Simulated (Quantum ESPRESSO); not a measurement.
# Ag2Pt3W2Li: finding a planted mistake in a log

A calculation, not a measurement. The program is pw.x of Quantum ESPRESSO 7.5 (plane-wave density functional theory). The cell is made up: eight metal atoms on a hexagonal close-packed lattice, with elements, volume, strain and displacements drawn at random and not relaxed, so it may be unstable or far from any real phase. PseudoDojo standard norm-conserving files set the functional (PBE unless stated); there is no spin polarisation or spin-orbit coupling, the Fermi-Dirac width of 0.25 eV means electrons at about 2900 K, and the masses in the input are unused placeholders. Heavy elements are run without spin-orbit coupling, which real alloys of them have. A spin test at this wide smearing found no moment, but such smearing suppresses magnetism that the real alloy may have.

Intended input:

```
&control calculation='scf', pseudo_dir='./dojo.nc.sr.pbe.v0_5.standard.upf', outdir='./o', disk_io='minimal', tprnfor=.true., tstress=.true. /
&system ibrav=0, nat=8, ntyp=4, nbnd=76, ecutwfc=84.00895049, nosym=.true., tot_charge=0,
 occupations='smearing', smearing='fd', degauss=0.0183746611
/
&electrons conv_thr=1.470e-08, electron_maxstep=70, mixing_beta=0.5 /
ATOMIC_SPECIES
Ag 1.0 Ag.upf
Li 1.0 Li.upf
Pt 1.0 Pt.upf
W 1.0 W.upf
CELL_PARAMETERS angstrom
0.0 0.0 -4.7421
0.0 5.0184 0.0
5.7947 0.0 0.0
ATOMIC_POSITIONS angstrom
Ag -0.0726 0.0135 -0.0119
Pt 2.8349 0.0605 -0.0944
Pt 1.5011 2.4969 -0.1871
W 4.1917 2.4099 -0.011
Pt 0.123 1.5916 -2.3947
Li 2.8188 1.5828 -2.3666
Ag 1.5472 4.2141 -2.3315
W 4.3411 4.0943 -2.468
K_POINTS automatic
5 5 4 1 1 1
```

The log is shortened where brackets say so; the opening notice, blank lines, dates and the lines on written files are dropped, and the path of the files is cut. It prints rydbergs, bohrs and kilobars, and counts compression as positive stress. Its total energy is the free energy E - TS of the whole cell.

Log of the intended run:

```
     Program PWSCF v.7.5
     Parallel version (MPI & OpenMP), running on       4 processor cores
     Number of MPI processes:                 4
     Threads/MPI process:                     1
     [start-up lines left out]
     bravais-lattice index     =            0
     lattice parameter (alat)  =       8.9613  a.u.
     unit-cell volume          =     930.6011 (a.u.)^3
     number of atoms/cell      =            8
     number of atomic types    =            4
     number of electrons       =       123.00
     number of Kohn-Sham states=           76
     kinetic-energy cutoff     =      84.0090  Ry
     charge density cutoff     =     336.0358  Ry
     scf convergence threshold =      1.5E-08
     mixing beta               =       0.5000
     number of iterations used =            8  plain     mixing
     Exchange-correlation= PBE
                           (   1   4   3   4   0   0   0)
     [axes and pseudopotential details left out]
   Cartesian axes
     site n.     atom                  positions (alat units)
         1        Ag     tau(   1) = (  -0.0153097   0.0028468  -0.0025094  )
         2        Pt     tau(   2) = (   0.5978153   0.0127581  -0.0199068  )
         3        Pt     tau(   3) = (   0.3165475   0.5265389  -0.0394551  )
         4        W      tau(   4) = (   0.8839333   0.5081926  -0.0023196  )
         5        Pt     tau(   5) = (   0.0259379   0.3356319  -0.5049872  )
         6        Li     tau(   6) = (   0.5944202   0.3337762  -0.4990616  )
         7        Ag     tau(   7) = (   0.3262690   0.8886569  -0.4916598  )
         8        W      tau(   8) = (   0.9154383   0.8633939  -0.5204445  )
     number of k points=    50  Fermi-Dirac smearing, width (Ry)=  0.0184
                       cart. coord. in units 2pi/alat
        k(    1) = (   0.1022939   0.0944943  -0.1000000), wk =   0.0400000
        k(    2) = (   0.3068817   0.0944943  -0.1000000), wk =   0.0400000
     [further k points left out]
     Dense  grid:    96809 G-vectors     FFT dimensions: (  54,  60,  64)
     Estimated max dynamical RAM per process >     369.02 MB
     Estimated total dynamical RAM >       1.37 GB
     Initial potential from superposition of free atoms
     starting charge     122.9930, renormalised to     123.0000
     Starting wfcs are   72 randomized atomic wfcs +    4 random wfcs
     total cpu time spent up to now is        7.5 secs
     per-process dynamical memory:   289.6 Mb
     Self-consistent Calculation
     iteration #  1     ecut=    84.01 Ry     beta= 0.50
     Davidson diagonalization with overlap
     ethr =  1.00E-02,  avg # of iterations =  3.0
     total cpu time spent up to now is       27.1 secs
     total energy              =   -1720.40485616 Ry
     estimated scf accuracy    <       1.88593959 Ry
     iteration #  2     ecut=    84.01 Ry     beta= 0.50
     Davidson diagonalization with overlap
     ethr =  1.53E-03,  avg # of iterations =  2.8
     total cpu time spent up to now is       46.5 secs
     total energy              =   -1720.26444078 Ry
     estimated scf accuracy    <       9.64374204 Ry
     [iterations 3 to 14 left out]
     iteration # 15     ecut=    84.01 Ry     beta= 0.50
     Davidson diagonalization with overlap
     ethr =  7.78E-11,  avg # of iterations =  2.0
     total cpu time spent up to now is      265.4 secs
     total energy              =   -1721.34308652 Ry
     estimated scf accuracy    <       0.00000026 Ry
     iteration # 16     ecut=    84.01 Ry     beta= 0.50
     Davidson diagonalization with overlap
     ethr =  7.78E-11,  avg # of iterations =  1.8
     total cpu time spent up to now is      280.1 secs
     End of self-consistent calculation
     [lines on levels left out]
!    total energy              =   -1721.34308653 Ry
     estimated scf accuracy    <       0.00000001 Ry
     smearing contrib. (-TS)   =      -0.09906640 Ry
     internal energy E=F+TS    =   -1721.24402013 Ry
     The total energy is F=E-TS. E is the sum of the following terms:
     one-electron contribution =    -613.22200884 Ry
     hartree contribution      =     363.62213214 Ry
     xc contribution           =    -304.22244569 Ry
     ewald contribution        =   -1167.42169775 Ry
     convergence has been achieved in  16 iterations
     Forces acting on atoms (cartesian axes, Ry/au):
     atom    1 type  1   force =     0.00684369   -0.01406207   -0.00552865
     atom    2 type  3   force =     0.06163691   -0.01506038    0.02627595
     atom    3 type  3   force =     0.00652558   -0.00622195    0.03320430
     atom    4 type  4   force =    -0.00243492    0.05341393    0.00107700
     atom    5 type  3   force =    -0.07787033    0.02794932   -0.01258796
     atom    6 type  2   force =    -0.00458887    0.00533540   -0.00961392
     atom    7 type  1   force =    -0.01268438   -0.01784853   -0.03738951
     atom    8 type  4   force =     0.02257232   -0.03350570    0.00456279
     Total force =     0.140397     Total SCF correction =     0.000389
     Computing stress (Cartesian axis) and pressure
          total   stress  (Ry/bohr**3)                   (kbar)     P=     -125.58
  -0.00075314   0.00002666   0.00001393         -110.79        3.92        2.05
   0.00002666  -0.00086480  -0.00003373            3.92     -127.22       -4.96
   0.00001393  -0.00003373  -0.00094311            2.05       -4.96     -138.74
     init_run     :      6.89s CPU      7.36s WALL (       1 calls)
     electrons    :    263.21s CPU    272.55s WALL (       1 calls)
     forces       :      3.22s CPU      3.26s WALL (       1 calls)
     stress       :     10.68s CPU     11.00s WALL (       1 calls)
     [timing details left out]
     PWSCF        :   4m44.18s CPU   4m54.45s WALL
     JOB DONE.
```

A second run was made from an input with one planted mistake. Its log:

```
     Program PWSCF v.7.5
     Parallel version (MPI & OpenMP), running on       4 processor cores
     Number of MPI processes:                 4
     Threads/MPI process:                     1
     [start-up lines left out]
     bravais-lattice index     =            0
     lattice parameter (alat)  =       8.9613  a.u.
     unit-cell volume          =     930.6011 (a.u.)^3
     number of atoms/cell      =            8
     number of atomic types    =            4
     number of electrons       =       123.00
     number of Kohn-Sham states=           76
     kinetic-energy cutoff     =      84.0090  Ry
     charge density cutoff     =     336.0358  Ry
     scf convergence threshold =      1.5E-08
     mixing beta               =       0.5000
     number of iterations used =            8  plain     mixing
     Exchange-correlation= PBE
                           (   1   4   3   4   0   0   0)
     [axes and pseudopotential details left out]
   Cartesian axes
     site n.     atom                  positions (alat units)
         1        Ag     tau(   1) = (  -0.0153097   0.0028468  -0.0025094  )
         2        Pt     tau(   2) = (   0.5978153   0.0127581  -0.0199068  )
         3        Pt     tau(   3) = (   0.3165475   0.5602792  -0.0394551  )
         4        W      tau(   4) = (   0.8839333   0.5081926  -0.0023196  )
         5        Pt     tau(   5) = (   0.0259379   0.3356319  -0.5049872  )
         6        Li     tau(   6) = (   0.5944202   0.3337762  -0.4990616  )
         7        Ag     tau(   7) = (   0.3262690   0.8886569  -0.4916598  )
         8        W      tau(   8) = (   0.9154383   0.8633939  -0.5204445  )
     number of k points=    50  Fermi-Dirac smearing, width (Ry)=  0.0184
                       cart. coord. in units 2pi/alat
        k(    1) = (   0.1022939   0.0944943  -0.1000000), wk =   0.0400000
        k(    2) = (   0.3068817   0.0944943  -0.1000000), wk =   0.0400000
     [further k points left out]
     Dense  grid:    96809 G-vectors     FFT dimensions: (  54,  60,  64)
     Estimated max dynamical RAM per process >     369.02 MB
     Estimated total dynamical RAM >       1.37 GB
     Initial potential from superposition of free atoms
     starting charge     122.9930, renormalised to     123.0000
     Starting wfcs are   72 randomized atomic wfcs +    4 random wfcs
     total cpu time spent up to now is       10.3 secs
     per-process dynamical memory:   289.6 Mb
     Self-consistent Calculation
     iteration #  1     ecut=    84.01 Ry     beta= 0.50
     Davidson diagonalization with overlap
     ethr =  1.00E-02,  avg # of iterations =  3.0
     total cpu time spent up to now is       32.6 secs
     total energy              =   -1720.39194195 Ry
     estimated scf accuracy    <       1.88813897 Ry
     iteration #  2     ecut=    84.01 Ry     beta= 0.50
     Davidson diagonalization with overlap
     ethr =  1.54E-03,  avg # of iterations =  2.8
     total cpu time spent up to now is       57.0 secs
     total energy              =   -1720.25499253 Ry
     estimated scf accuracy    <       9.68674869 Ry
     [iterations 3 to 15 left out]
     iteration # 16     ecut=    84.01 Ry     beta= 0.50
     Davidson diagonalization with overlap
     ethr =  1.00E-10,  avg # of iterations =  1.4
     total cpu time spent up to now is      363.1 secs
     total energy              =   -1721.33416367 Ry
     estimated scf accuracy    <       0.00000002 Ry
     iteration # 17     ecut=    84.01 Ry     beta= 0.50
     Davidson diagonalization with overlap
     ethr =  1.59E-11,  avg # of iterations =  1.7
     total cpu time spent up to now is      381.4 secs
     End of self-consistent calculation
     [lines on levels left out]
!    total energy              =   -1721.33416367 Ry
     estimated scf accuracy    <          5.7E-09 Ry
     smearing contrib. (-TS)   =      -0.09892882 Ry
     internal energy E=F+TS    =   -1721.23523485 Ry
     The total energy is F=E-TS. E is the sum of the following terms:
     one-electron contribution =    -616.57945786 Ry
     hartree contribution      =     365.30435087 Ry
     xc contribution           =    -304.22998009 Ry
     ewald contribution        =   -1165.73014776 Ry
     convergence has been achieved in  17 iterations
     Forces acting on atoms (cartesian axes, Ry/au):
     atom    1 type  1   force =     0.00538054   -0.00289789   -0.00502641
     atom    2 type  3   force =     0.05980301    0.00581787    0.02608852
     atom    3 type  3   force =     0.00570730   -0.05383838    0.03912049
     atom    4 type  4   force =    -0.00190078    0.05616134    0.00163311
     atom    5 type  3   force =    -0.07546442    0.02988288   -0.00823994
     atom    6 type  2   force =    -0.00589916    0.00618695   -0.00810403
     atom    7 type  1   force =    -0.01140297   -0.00706830   -0.05014635
     atom    8 type  4   force =     0.02377648   -0.03424448    0.00467461
     Total force =     0.152396     Total SCF correction =     0.000168
     Computing stress (Cartesian axis) and pressure
          total   stress  (Ry/bohr**3)                   (kbar)     P=     -122.52
  -0.00075768   0.00006293   0.00000194         -111.46        9.26        0.29
   0.00006293  -0.00083130  -0.00006595            9.26     -122.29       -9.70
   0.00000194  -0.00006595  -0.00090971            0.29       -9.70     -133.82
     init_run     :      9.49s CPU      9.99s WALL (       1 calls)
     electrons    :    360.73s CPU    371.12s WALL (       1 calls)
     forces       :      4.72s CPU      4.78s WALL (       1 calls)
     stress       :     15.51s CPU     15.90s WALL (       1 calls)
     [timing details left out]
     PWSCF        :   6m30.77s CPU   6m42.23s WALL
     JOB DONE.
```

Question: the log repeats what the program read. Compare it with the intended run: what was wrong in the second input?

Answer: one coordinate of one atom is wrong. The input lines that differ:

```
- Pt 1.5011 2.4969 -0.1871
+ Pt 1.5011 2.6569 -0.1871
```

```
                                            intended run  run with the mistake
                          free energy (eV)    -23420.066            -23419.944
         entropy term -TS, part of it (eV)        -1.348                -1.346
                            pressure (GPa)        -12.56                -12.25
size of the largest force component (eV/Å)         2.002                 1.940
largest change of a force component (eV/Å)                               1.224
                                iterations            16                    17
```

For scale, a rerun of the intended cell at a higher cutoff and on a denser mesh moved values by no more than 0.003 eV in energy, 0.05 GPa in stress and 0.007 eV/Å in force, and a second program with other atomic files agreed on that cell to 2 % rms in force and 0.5 GPa in pressure.